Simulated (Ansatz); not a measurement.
Ta, DFT, PBEsol, all-electron PAW with datasets made for the crystal, scalar-relativistic (Ansatz 0.2.0), run on 1 thread of Intel(R) Xeon(R) Platinum 8488C (Sapphire Rapids) on a shared host.

The cell comes from COD entry 1534932, which wasn't checked; take it as a given geometry. The listed cell was then made from it by scaling, straining or moving an atom.

Command: `ansatz run input.yaml --threads 1 --pin off --max-ram 3072MiB --backend cpu --events-out ev --progress --plain --runs-dir out`

```yaml
crystal:
  lattice:
    - [0.0, 2.1733, 2.11]
    - [2.1733, 0.0, 2.11]
    - [2.1733, 2.1733, 0.0]
  atoms:
    - { symbol: Ta, position: [0.0, 0.0, 0.0] }
kpoints:
  mp_grid: { grid: [15, 15, 15] }
scf:
  occupations: { method: fermi_dirac, width: 0.08 }
hamiltonian:
  xc: pbesol
  pseudopotentials: { kind: all_electron, datasets: crystal }
output:
  forces: true
  stress: true
  eigenvalues: true
  efg: { contact_densities: true }
```

(1) How large is the problem that the program sets up?

(2) Estimate the wall time and the peak memory.

(3) And the same cell and mesh by PAW with the default files, asked for forces, stress, eigenvalues, efg, write_density, write_potential, elf, on the same hardware?

Answers

(1) 288 irreducible k-points, 169 plane waves at Γ, 11 bands.

(2) 22 s of wall time for 8 SCF iterations, with a peak of 0.72 GiB. Times on shared machines scatter by tens of per cent.

(3) 4.7 s, peak memory 0.46 GiB.
